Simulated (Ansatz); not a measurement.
Level of theory: Ansatz, DFT PBE, scalar-relativistic, plane waves, PAW. All cells share a 420 eV cutoff and Γ-centred k meshes spaced at most about 0.3 Å⁻¹ (about 0.25 or finer for metals, 2π included). Collinear spin in cells that started with moments and kept them past the coarse steps, no spin elsewhere.

All energies are static (0 K, no zero-point motion). All come from trial cells, and lower structures may exist.

Question: Order these relaxed structures of MnNiB3 by energy, lowest first, with the energy over the lowest of them.
1.

```
Mn Ni B
1.0
     3.82448    0.00000    0.00000
    -1.91224    3.31209    0.00000
     0.00000    0.00000    4.81953
Mn Ni B
1 1 3
Cartesian
  0.0000 0.0000 0.0000
  0.0000 0.0000 2.4098
  1.9122 0.0000 2.4098
  -0.9561 1.6560 2.4098
  0.9561 1.6560 2.4098
```

2.

```
Mn Ni B
1.0
     3.73480    0.00000    0.00000
     0.00000    3.73480    0.00000
     0.00000    0.00000    3.73480
Mn Ni B
1 1 3
Direct
  0.00000 0.00000 0.00000
  0.50000 0.50000 0.50000
  0.00000 0.50000 0.50000
  0.50000 0.00000 0.50000
  0.50000 0.50000 0.00000
```

3.

```
Mn Ni B
1.0
     3.72057    0.00000    0.00000
     0.00000    3.72057    0.00000
     0.00000    0.00000    3.72057
Mn Ni B
1 1 3
Direct
  0.50000 0.50000 0.50000
  0.00000 0.00000 0.00000
  0.00000 0.50000 0.50000
  0.50000 0.50000 0.00000
  0.50000 0.00000 0.50000
```

Answer: 1 (0 meV/atom), 2 (489 meV/atom), 3 (528 meV/atom). Forms: 1 P6/mmm, moments up to 3.9 μB; 2 cubic perovskite type, Pm-3m, moments up to 3.6 μB; 3 cubic perovskite type, Pm-3m, no spin. Counting B atoms around Mn and Ni (those within 1.25 times the shortest such distance or 1.15 times the sum of covalent radii, 1.27 where that leaves under three; the shortest distance is added where it exceeds 1.18 times the sum of covalent radii): cell 1 has Mn 12 from 3.1 Å, Ni 6; cell 2 has Mn 12 from 2.6 Å, Ni 6; cell 3 has Mn 6, Ni 12 from 2.6 Å. Cell 1 holds B–B nets (shortest 1.91 Å) (bonds between like non-metal atoms; other contacts aren't counted). Even the lowest lies +0.50 eV/atom against the elements.

Another magnetic order may lie lower. Trial moments died out on the coarse mesh in Pm-3m; another magnetic start might hold. Cells relaxed within their symmetry can be saddle points. Some candidate types were left out of the draw beforehand, so a known form may be missing.
